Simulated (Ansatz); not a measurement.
The relaxed structure here is a generated cell of LiNbO3: the first start was made by placing the elements on the sites of a structure type, and the end was not matched to a known phase here, so it may be hypothetical. Known forms of LiNbO3 include space group No. 161.

A relaxed cell of LiNbO3 (P6₃/mmc (No. 194)), relaxed on a k-mesh at least as fine as the one used below. These are PBE (plane waves to 420 eV, PAW, scalar-relativistic; Ansatz, a first-principles code) values and carry that method's errors. Γ-centred k-mesh 5×5×5 on the run's cell (coarser than for final values), Fermi–Dirac smearing 0.05 eV.

```xyz
10
Lattice="5.5409 0.0000 0.0000 -2.7705 4.7986 0.0000 0.0000 0.0000 5.4038" Properties=species:S:1:pos:R:3 pbc="T T T"
Li     0.0000     3.1991     4.0529
Li     2.7705     1.5995     1.3510
Nb     0.0000     0.0000     0.0000
Nb     0.0000     0.0000     2.7019
O      0.0000     1.4883     1.3510
O      1.4816     4.0544     1.3510
O     -1.4816     4.0544     1.3510
O      2.7705     3.3103     4.0529
O      1.2889     0.7441     4.0529
O      4.2520     0.7441     4.0529
```

The atoms are displaced along an unstable phonon of this cell by (Å):

```json
[
 {"atom": "Li1", "ux": "0.000", "uy": "0.000", "uz": "0.000"},
 {"atom": "Li2", "ux": "0.000", "uy": "0.000", "uz": "0.000"},
 {"atom": "Nb3", "ux": "0.000", "uy": "0.000", "uz": "0.000"},
 {"atom": "Nb4", "ux": "0.000", "uy": "0.000", "uz": "0.000"},
 {"atom": "O5", "ux": "0.150", "uy": "0.000", "uz": "0.000"},
 {"atom": "O6", "ux": "-0.075", "uy": "0.130", "uz": "0.000"},
 {"atom": "O7", "ux": "-0.075", "uy": "-0.130", "uz": "0.000"},
 {"atom": "O8", "ux": "0.150", "uy": "0.000", "uz": "0.000"},
 {"atom": "O9", "ux": "-0.075", "uy": "0.130", "uz": "0.000"},
 {"atom": "O10", "ux": "-0.075", "uy": "-0.130", "uz": "0.000"}
]
```

### Question
What forces (eV/Å) and pressure result?

### Answer
| atom | Fx | Fy | Fz |
|---|---|---|---|
| Li1 | 0.00 | 0.00 | 0.00 |
| Li2 | 0.00 | 0.00 | 0.00 |
| Nb3 | 0.00 | 0.00 | 0.00 |
| Nb4 | 0.00 | 0.00 | 0.00 |
| O5 | 0.50 | -0.31 | 0.00 |
| O6 | 0.02 | 0.59 | 0.00 |
| O7 | -0.52 | -0.28 | 0.00 |
| O8 | 0.50 | 0.31 | 0.00 |
| O9 | -0.52 | 0.28 | 0.00 |
| O10 | 0.02 | -0.59 | 0.00 |

Pressure -1.1 GPa.

### Question
Estimate the energy cost of the displacement in the harmonic approximation and compare with the calculation.

### Answer
For a harmonic well ΔE = −½ Σ F·u = -0.227 eV a cell, or -23 meV/atom. The calculated energy relative to the undisplaced cell is -0.024 eV/atom, so the harmonic estimate holds well.

The undisplaced cell is probably no minimum: from this displacement the run went on to P-62c (No. 190), 0.359 eV/atom below it.

No spin polarisation in the result.
